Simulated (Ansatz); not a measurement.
These are results of Ansatz 0.2.0, DFT PBE, scalar-relativistic, plane waves, PAW, not measurements. All cells share a 420 eV cutoff and Γ-centred k meshes spaced at most about 0.3 Å⁻¹ (about 0.25 or finer for metals, 2π included). Collinear spin in cells that started with moments and kept them past the coarse steps, no spin elsewhere.

Each of these unrelaxed guesses is relaxed in cell and atoms within its symmetry. A guess keeps its type if space group and coordination stay and the shape of the cell changes little (axis ratios within about 15 %, angles within 6°); the volume may change.

1. K3Ti2

```
CELL_PARAMETERS angstrom
5.44841 0.00000 0.00000
-2.72420 4.71846 0.00000
0.00000 0.00000 6.41566
ATOMIC_POSITIONS crystal
K 0.50000 0.00000 0.50000
K 0.00000 0.50000 0.50000
K 0.50000 0.50000 0.50000
Ti 0.00000 0.00000 0.32678
Ti 0.00000 0.00000 0.67322
```

2. Cd3Te2S

```
CELL_PARAMETERS angstrom
4.40248 0.00000 0.00000
0.00000 4.40248 0.00000
0.00000 0.00000 7.32325
ATOMIC_POSITIONS crystal
Cd 0.00000 0.00000 0.00000
Cd 0.50000 0.00000 0.67563
Cd 0.00000 0.50000 0.32437
Te 0.50000 0.00000 0.26714
Te 0.00000 0.50000 0.73286
S 0.50000 0.50000 0.00000
```

3. Al6TeP2

```
CELL_PARAMETERS angstrom
4.48054 0.00000 0.00000
-2.24027 3.88026 0.00000
0.00000 0.00000 7.19918
ATOMIC_POSITIONS crystal
Al 0.77631 0.00000 0.50000
Al 0.00000 0.77631 0.50000
Al 0.22369 0.22369 0.50000
Al 0.22369 0.00000 0.50000
Al 0.00000 0.22369 0.50000
Al 0.77631 0.77631 0.50000
Te 0.00000 0.00000 0.00000
P 0.00000 0.00000 0.32848
P 0.00000 0.00000 0.67152
```

4. MgSb7

```
CELL_PARAMETERS angstrom
0.00000 5.17823 5.17823
5.17823 0.00000 5.17823
5.17823 5.17823 0.00000
ATOMIC_POSITIONS crystal
Mg 0.00000 0.00000 0.00000
Sb 0.96560 0.53440 0.53440
Sb 0.53440 0.96560 0.96560
Sb 0.53440 0.96560 0.53440
Sb 0.96560 0.53440 0.96560
Sb 0.53440 0.53440 0.96560
Sb 0.96560 0.96560 0.53440
Sb 0.25000 0.25000 0.25000
```

5. Na6Cd2Mo (collinear spin from parallel moments)

```
CELL_PARAMETERS angstrom
4.94637 0.00000 0.00000
-2.47319 4.28368 0.00000
0.00000 0.00000 10.84952
ATOMIC_POSITIONS crystal
Na 0.33333 0.66667 0.76740
Na 0.66667 0.33333 0.76740
Na 0.66667 0.33333 0.23260
Na 0.33333 0.66667 0.23260
Na 0.33333 0.66667 0.50000
Na 0.66667 0.33333 0.50000
Cd 0.33333 0.66667 0.00000
Cd 0.66667 0.33333 0.00000
Mo 0.00000 0.00000 0.00000
```

6. Cu2Ge

```
CELL_PARAMETERS angstrom
3.99272 0.00000 0.00000
-1.99636 3.45779 0.00000
0.00000 0.00000 7.48385
ATOMIC_POSITIONS crystal
Cu 0.00000 0.00000 0.61591
Cu 0.00000 0.00000 0.38409
Cu 0.00000 0.00000 0.13649
Cu 0.00000 0.00000 0.86351
Ge 0.33333 0.66667 0.50000
Ge 0.66667 0.33333 0.50000
```

**Question.** Which keep their type?

**Answer.** Guesses 4, 5 and 6 keep their type.

```
guess  kept  start group  end group  V start (Å³/atom)  V end  b/a and c/a, end over start  nearest neighbours start  nearest neighbours end
    1    no       P6/mmm     P6/mmm               33.0   50.3                   1.00, 0.51                 K 8, Ti 1               K 8, Ti 1
    2    no        P-4m2      P-4m2               23.7   30.1                   1.00, 1.74       Cd 9/12, S 12, Te 9       Cd 4/5, S 4, Te 5
    3    no       P6/mmm     P6/mmm               13.9   44.1                   1.00, 0.63           Al 2, P 6, Te 2         Al 5, P 8, Te 2
    4   yes        F-43m      F-43m               34.7   35.7                   1.00, 1.00             Mg 12, Sb 5/6           Mg 12, Sb 5/6
    5   yes       P6/mmm     P6/mmm               25.5   33.0                   1.00, 1.12          Cd 8, Mo 6, Na 5        Cd 8, Mo 6, Na 5
    6   yes       P6/mmm     P6/mmm               17.2   26.1                   1.00, 1.14                Cu 2, Ge 9              Cu 2, Ge 9
```

Neighbours count within 15 % of an atom's shortest distance; end groups are read at 0.02 Å (0.05 Å in metals).

Weakly bound directions are ill-defined at this level, which has no dispersion term (Cd3Te2S P-4m2). Spin–orbit coupling, which can matter for Sb and Te, is left out. The magnetic state reached may not be the lowest. Cells relaxed within their symmetry can be saddle points.

In counts of neighbours, a slash parts the counts of unlike sites.
